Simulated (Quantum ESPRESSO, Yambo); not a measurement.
G0W0 results for K₂LiAlF₆

```
CELL_PARAMETERS angstrom
      0.00000     3.98934     3.98934
      3.98934     0.00000     3.98934
      3.98934     3.98934     0.00000
ATOMIC_POSITIONS crystal
  Li 0.50000 0.50000 0.50000
  F  0.76878 0.23122 0.23122
  F  0.23122 0.76878 0.76878
  F  0.23122 0.76878 0.23122
  F  0.76878 0.23122 0.76878
  F  0.23122 0.23122 0.76878
  F  0.76878 0.76878 0.23122
  Al 0.00000 0.00000 0.00000
  K  0.75000 0.75000 0.75000
  K  0.25000 0.25000 0.25000
```

The geometry is that of Materials Project entry mp-9839, symmetrised and not relaxed again.

Starting point: PBEsol (Quantum ESPRESSO, PseudoDojo norm-conserving, 84 Ry, no spin-orbit coupling). G0W0 in Yambo: 2×2×2 Γ-centred k mesh, bands 2 to 191 and a 7 Ry block in the screening, 191 bands in G with the Bruneval-Gonze terminator, plasmon pole fitted at 27.2 eV.

```
Quantity                                             Result
-------------------------------------------------  --------
PBEsol gap along the band path                      7.32 eV
PBEsol gap between the mesh's edge points (Γ → Γ)   7.32 eV
G0W0 gap between the same points                   11.53 eV
```

```csv
k point,band,E PBEsol (eV),E QP (eV),shift (eV),Z
Γ,VB,0.00,-2.68,-2.68,0.83
Γ,CB,7.32,8.85,1.53,0.90
L,VB,-0.19,-2.90,-2.71,0.83
L,CB,9.24,11.08,1.85,0.89
X,VB,-0.02,-2.69,-2.67,0.83
X,CB,9.98,11.90,1.92,0.89
```

Energies count from the PBEsol valence-band maximum.

Nearest settings tried, and what they do to the gap: 126 bands in W, 126 bands in G: +103 meV; 6 Ry block (229 vectors against 307): -2 meV. Not varied: mesh. So the settings aren't converged at that level. The k mesh is coarse.
